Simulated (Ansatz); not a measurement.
B (α-B12, space group No. 166), PBEsol in the plane-wave PAW code Ansatz. The conduction-band minimum lies on the Γ–T line, 10 % of the way from Γ, with 2 equivalent valleys. Second derivatives d²E/dk² of the lowest band at one valley (eV·Å²), along Cartesian directions:

```tsv
direction	d²E/dk²
[100]	7.114
[010]	7.114
[001]	1.509
[110]	7.114
[101]	4.316
[011]	4.317
```

Q: Find the principal effective masses, the density-of-states mass and the conductivity mass.

A: Off-diagonal terms follow from H_xy = H[110] − (H_xx + H_yy)/2, and m*/mₑ = 7.620 eV·Å² over each eigenvalue: 1.1, 1.1, 5.0. One valley's DOS mass (m₁m₂m₃)^(1/3) = 1.8, conductivity mass 3/(Σ 1/mᵢ) = 1.5 mₑ.

Q: What effective density of states Nc follows at 300 K for parabolic valleys?

A: Nc = 2.509e19 × 2 × (1.8)^(3/2) ≈ 1.2e20 cm⁻³.

Q: With the computed static dielectric constant 9.51 (mean of the diagonal), estimate a hydrogenic donor's binding energy and radius.

A: E = 13.606 eV × 1.5/9.51² ≈ 230 meV; a = 0.529 Å × ε/m* ≈ 3.4 Å. Semilocal masses tend to be too small where the gap is.

Space group R-3m (α-B12). The PBEsol relaxation kept the symmetry of its start.

Potentials: the later of the program's two PAW sets.
